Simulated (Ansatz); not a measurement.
**How the functional moves the response of Mo (Im-3m) (LDA, PBEsol)**

```
CELL_PARAMETERS angstrom
-1.55583 1.55583 1.55583
1.55583 -1.55583 1.55583
1.55583 1.55583 -1.55583
ATOMIC_POSITIONS crystal
Mo 0.00000 0.00000 0.00000
```

This cell (15.06 Å³ an atom) was relaxed by PAW under LDA, and each functional gets its own cell relaxed so. Quantity: elastic moduli (Hill averages, relaxed ions; θ_D from sound speeds over directions).

Runs: (1) LDA, all-electron LAPW in Ansatz 0.2.0, scalar-relativistic; k mesh 24×24×24, strains of ±0.003, Fermi-Dirac smearing of 0.080 eV, basis error target 1 meV/atom. (2) PBEsol, all-electron LAPW in Ansatz 0.2.0, scalar-relativistic; k mesh 22×22×22, strains of ±0.003, Fermi-Dirac smearing of 0.050 eV, basis error target 1 meV/atom.

Under LDA: B = 293 GPa, G = 128 GPa, C11 = 513 GPa, C44 = 107 GPa, ν = 0.310, θ_D = 466 K.

Q: Which way does PBEsol move the volume, and by how much?

A: a = 3.129 Å, 15.32 Å³ an atom: 1.7 % larger.

Q: What does PBEsol give for these quantities?

A: 

| quantity | LDA | PBEsol | change |
| --- | --- | --- | --- |
| B | 293 GPa | 278 GPa | -5 % |
| G | 128 GPa | 121 GPa | -5 % |
| C11 | 513 GPa | 487 GPa | -5 % |
| C44 | 107 GPa | 102 GPa | -5 % |
| ν | 0.310 | 0.310 | under 1 % |
| θ_D | 466 K | 456 K | -2 % |

Known limits: responses of metals move with mesh and smearing.
